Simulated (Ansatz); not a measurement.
ZnS (wurtzite)

```
CELL_PARAMETERS angstrom
      3.84514     0.00000     0.00000
     -1.92257     3.32999     0.00000
      0.00000     0.00000     6.30573
ATOMIC_POSITIONS crystal
  Zn 0.66667 0.33333 0.99985
  Zn 0.33333 0.66667 0.49985
  S  0.66667 0.33333 0.62535
  S  0.33333 0.66667 0.12535
```

The volume is varied about the relaxed value V₀ at fixed cell shape. The atoms relax within the cell's symmetry.

These are PBE (plane waves to 420 eV, PAW, scalar-relativistic; Ansatz, an electronic-structure program) values and carry that method's errors. k mesh 10×10×5 (Γ-centred), Fermi-Dirac smearing 0.05 eV. The energy includes the smearing's −TS. With the shape held, the modulus is that of even scaling; a crystal free to change shape is softer. The PAW data are Ansatz's earlier set. ZnS was relaxed with its symmetry unable to fall. The zero of ΔE is the relaxed starting cell.

```csv
V (Å³/atom),ΔE (meV/atom)
18.974,17.5
19.277,9.6
19.580,4.1
19.882,1.0
20.185,0.0
20.488,0.9
20.791,3.7
21.093,8.2
21.396,14.1
```

Problem. What bulk modulus at fixed cell shape B₀ follows from a third-order Birch-Murnaghan fit?

Solution. 69.2 GPa.

Problem. What is the fitted pressure derivative B₀′?

Solution. 4.4.

(A scan under strain: stresses follow from slopes of the energy per volume, elastic moduli from its curvatures.)
